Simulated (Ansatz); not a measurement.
The relaxed structure here is a generated cell of VBiO4: the first start was made by a random draw of sites in a space group, and the end was not matched to a known phase here, so it may be hypothetical. Known forms of VBiO4 include space group No. 88.

A relaxed structure of VBiO$_{4}$. Level of theory: r2SCAN (plane waves to 500 eV, PAW, scalar-relativistic; Ansatz, an electronic-structure program).

```xyz
6
Lattice="-3.3795 3.3795 1.6813 3.3795 -3.3795 1.6813 3.3795 3.3795 -1.6813" Properties=species:S:1:pos:R:3 pbc="T T T"
Bi     3.3795     0.0000     0.8407
O      3.3795     1.8567    -0.8107
O      0.0000     1.5228     0.8706
O      1.8567     3.3795     0.8107
O      1.5228     0.0000     2.4920
V      0.0000     0.0000     1.6813
```

### Question
Determine the symmetry and give the standard cell with its independent sites.

### Answer
Space group I-4m2 (No. 119); a = 6.759 Å, b = 6.759 Å, c = 3.363 Å, α = 90.00°, β = 90.00°, γ = 90.00°

```csv
atom,site,symmetry,x,y,z
Bi,2c,-4m2,0.0000,0.5000,0.2500
O,8i,.m.,0.2253,0.0000,0.2589
V,2b,-4m2,0.0000,0.0000,0.5000
```

### Question
Give the shortest distances between elements (the closest pairs, up to four, under 3.6 Å).

### Answer
O–V 1.73 Å; Bi–O 2.48 Å; O–O 2.63 Å; V–V 3.36 Å.

* **Volume per atom**: 12.80 Å³
* **Band gap**: 1.63 eV, indirect (valence top at Γ, conduction bottom at 58 % of the way from X to P) (no spin-orbit coupling)
* **Smallest direct gap**: 2.21 eV at 67 % of the way from X to P
* **Magnetic moment**: zero (the starting moments vanished)

No spin polarisation in the result: the starting moments vanished. The d or f electrons are treated with no Hubbard U. Without spin-orbit coupling the bands of the heavy element are not split, so the gap can be far off.

The run could not lose the symmetry of its start, so the end can be a saddle point.
